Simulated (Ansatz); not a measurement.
Input deck for Ansatz 0.2.0, then the block of the output on the nuclei.

The cell is a structure deposited in the COD, ions relaxed with PBE at fixed cell.

```yaml
crystal:
  lattice:
    - [8.515, 0.0, 0.0]
    - [-4.2575, 7.3742063132, 0.0]
    - [0.0, 0.0, 5.192]
  atoms:
    - { symbol: Ba, position: [0.432010175, 0.0, 0.0] }
    - { symbol: Ba, position: [0.0, 0.432010175, 0.0] }
    - { symbol: Ba, position: [0.567989825, 0.567989825, 0.0] }
    - { symbol: Ta, position: [0.0, 0.0, 0.0] }
    - { symbol: Ga, position: [0.7456303988, 0.0, 0.5] }
    - { symbol: Ga, position: [0.0, 0.7456303988, 0.5] }
    - { symbol: Ga, position: [0.2543696012, 0.2543696012, 0.5] }
    - { symbol: Si, position: [0.3333333333, 0.6666666667, 0.477890198] }
    - { symbol: Si, position: [0.6666666667, 0.3333333333, 0.522109802] }
    - { symbol: O, position: [0.3333333333, 0.6666666667, 0.7866814435] }
    - { symbol: O, position: [0.6666666667, 0.3333333333, 0.2133185565] }
    - { symbol: O, position: [0.4735689118, 0.2979667022, 0.6516391231] }
    - { symbol: O, position: [0.7020332978, 0.1756022095, 0.6516391231] }
    - { symbol: O, position: [0.8243977905, 0.5264310882, 0.6516391231] }
    - { symbol: O, position: [0.2979667022, 0.4735689118, 0.3483608769] }
    - { symbol: O, position: [0.1756022095, 0.7020332978, 0.3483608769] }
    - { symbol: O, position: [0.5264310882, 0.8243977905, 0.3483608769] }
    - { symbol: O, position: [0.2186292229, 0.1037450069, 0.226052224] }
    - { symbol: O, position: [0.8962549931, 0.1148842161, 0.226052224] }
    - { symbol: O, position: [0.8851157839, 0.7813707771, 0.226052224] }
    - { symbol: O, position: [0.1037450069, 0.2186292229, 0.773947776] }
    - { symbol: O, position: [0.1148842161, 0.8962549931, 0.773947776] }
    - { symbol: O, position: [0.7813707771, 0.8851157839, 0.773947776] }
kpoints:
  mp_grid: { grid: [4, 4, 5] }
scf:
  occupations: { method: fermi_dirac, width: 0.02 }
hamiltonian:
  xc: r2scan
  pseudopotentials: { kind: paw }
output:
  forces: true
  stress: true
  populations: true
  efg:
    quadrupole_moments_barn: { Ba: 0.236, Ta: 3.17, Ga: 0.107, O: -0.02558 }
    contact_densities: true
```

```sh
ansatz run input.yaml --threads 2 --pin off --max-ram 5120MiB --backend cpu --events-out ev --progress --plain --runs-dir out
```

Of the output, the block on the nuclei alone is shown; the set-up, the SCF iterations, energies, forces and stress are cut. One atom of each set with nearly equal values is shown.

```
--- PAW observables at the nuclei: V_zz in 10²¹ V/m², potentials from the cell's mean, atoms counted from 1 ---
  atom   1  Ba V_zz =    +7.035147   η = 0.9427   by run symmetry: allowed   C_q = +40.1457 MHz
            electrostatic potential = -9623.599016 V   contact ρ = 2064266.366191 e/Å³
  atom   4  Ta V_zz =   -10.497758   η = 0.0000   by run symmetry: allowed   C_q = -804.6558 MHz
            electrostatic potential = -14485.415217 V   contact ρ = 8150777.268836 e/Å³
  atom   5  Ga V_zz =    -6.755568   η = 0.0470   by run symmetry: allowed   C_q = -17.4783 MHz
            electrostatic potential = -4132.990844 V   contact ρ = 187214.799752 e/Å³
  atom   8  Si V_zz =    -2.485455   η = 0.0000   by run symmetry: allowed
            electrostatic potential = -1359.938780 V   contact ρ = 12781.311962 e/Å³
  atom  10  O  V_zz =    +4.182311   η = 0.0000   by run symmetry: allowed   C_q = -2.5868 MHz
            electrostatic potential = -625.400181 V   contact ρ = 2151.444385 e/Å³
  atom  12  O  V_zz =    +7.194695   η = 0.3737   by run symmetry: allowed   C_q = -4.4501 MHz
            electrostatic potential = -624.378170 V   contact ρ = 2150.367611 e/Å³
  atom  18  O  V_zz =    +6.673079   η = 0.0380   by run symmetry: allowed   C_q = -4.1274 MHz
            electrostatic potential = -624.741512 V   contact ρ = 2151.636047 e/Å³
```

The run took 90 s of wall time (2.9 min of CPU time) and 1.6 GiB at its peak, on 2 threads of Arm Neoverse V2 (aarch64; 32 cores open to the job, memory cap 5.0 GiB, no GPU), a shared host with a load of 0.6 a core.

The largest force is 0.5 eV/Å, so the atoms aren't at the calculated equilibrium and relaxing them would move these values. Without spin–orbit coupling the gradients at and beside Ta can be off by some per cent, at some sites by more. With these PAW files V_zz is typically within 2 to 3 % of all-electron values, but misses above 10 % occur on Ta.
